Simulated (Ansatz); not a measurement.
## Ansatz 0.2.0, relaxation: ZrSi₂

Launch command:

```bash
ansatz run input.yaml --threads 2 --pin off --max-ram 3584MiB --backend cpu --events-out ev --progress --plain --runs-dir out
```

The input file (Ansatz 0.2.0, plane waves):

```yaml
crystal:
  lattice:
    - [3.629921, 0.0, 0.0]
    - [1.81496, -7.201517, 0.0]
    - [0.0, 0.0, -3.599276]
  atoms:
    - { symbol: Si, position: [0.441, 0.118, 0.75] }
    - { symbol: Si, position: [0.559, 0.882, 0.25] }
    - { symbol: Zr, position: [0.106, 0.788, 0.75] }
    - { symbol: Zr, position: [0.894, 0.212, 0.25] }
    - { symbol: Si, position: [0.75, 0.5, 0.75] }
    - { symbol: Si, position: [0.25, 0.5, 0.25] }
  symmetry: { tolerance: 0.0003 }
kpoints:
  mp_grid: { grid: [5, 5, 5], shift: [0, 0, 0] }
magnetization:
  spin_polarized: false
scf:
  occupations: { method: cold, width: 0.0601 }
  lower_state_search: "off"
hamiltonian:
  pseudopotentials: { kind: paw }
  xc: r2scan
basis:
  ecutwfc: 500
  fft_grid_basis: typed
relax:
  max_steps: 60
  cell: { p_target: 5.0 }
output:
  forces: true
  stress: true
  eigenvalues: true
  bader: true
  populations: true
  elf: true
  write_potential: true
  volumetric_format: npy
  dos:
    e_range: [-12, 8]
    de: 0.05
    projected: { site_lists: { Si: [Si], Zr: [Zr] } }
  write_density: true
checkpoint:
  read: saved_state
```

Origin of the cell: a known structure type with other elements, at an estimated volume, so it need not be a known compound.

The saved state is a converged single point of the same cell.

Steps («new basis» is an SCF on plane waves selected anew at the same cell):

```tsv
step	ΔH (meV/atom)	max force component (eV/Å)	P (GPa)	volume (Å³)	SCF iterations	step was
1	0.0	0.977	9.42	94.09	5	accepted
2	-8.9	0.893	1.39	99.18	7	accepted
3	-22.6	0.071	4.33	97.49	6	accepted
4	-22.9	0.024	5.12	96.87	5	accepted
5	-23.1	0.004	4.99	97.00	4	accepted
6	-23.1	0.000	4.99	96.98	4	accepted
7	-23.2	0.001	4.99	96.98	5	new basis
```

Before:

Space group Cmcm (No. 63); the run's cell has a = 3.630 Å, b = 7.427 Å, c = 3.599 Å, α = 90.00°, β = 90.00°, γ = 75.85°. Shortest distances: Si–Si 2.48 Å, Si–Zr 2.64 Å, Zr–Zr 3.54 Å.

The relaxed structure.

Space group Cmcm (No. 63); the run's cell has a = 3.672 Å, b = 7.527 Å, c = 3.619 Å, α = 90.00°, β = 90.00°, γ = 75.88°. Shortest distances: Si–Si 2.37 Å, Si–Zr 2.69 Å, Zr–Zr 3.57 Å.

```
CELL_PARAMETERS angstrom
3.67150 0.00000 0.00000
1.83575 -7.29965 0.00000
0.00000 0.00000 -3.61862
ATOMIC_POSITIONS crystal
Si 0.44746 0.10507 0.75000
Si 0.55254 0.89493 0.25000
Zr 0.10524 0.78952 0.75000
Zr 0.89476 0.21048 0.25000
Si 0.74952 0.50097 0.75000
Si 0.25048 0.49903 0.25000
```

```yaml
Enthalpy_lowered_by: 23.2 meV/atom
Volume_change: 3.07 %
Final_pressure: 4.99 GPa
Relaxation_steps_listed: 7
Gap_on_the_mesh: none (metal)
```

Caveats: no moments, though an odd count or open d shells may carry them; the k mesh is coarse if the cell is a metal; the relaxation held the start's symmetry, so the end may be a saddle point.

It ran for 79 s of wall time on 2 CPU thread(s) of a shared host, from a saved density.
